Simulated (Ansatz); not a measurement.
An element in the bcc structure gives these cold pressures by all-electron LAPW under PBEsol (Ansatz 0.2.0, scalar-relativistic, no spin polarisation).

| V (Å³/atom) | P (GPa) |
| --- | --- |
| 25.94 | 0.01 |
| 23.86 | 6.87 |
| 21.79 | 17.86 |
| 19.71 | 35.5 |
| 17.64 | 64.1 |
| 15.56 | 113.1 |
| 13.49 | 202.1 |
| 11.67 | 346.7 |

(1) Which element is it?

Results:

(1) Sb. Its zero-pressure volume in this structure is near 25.9 Å³/atom; the volume and the steepness of P(V) together point to it, though neighbours can come close. This is the case that was computed; others weren't tested.
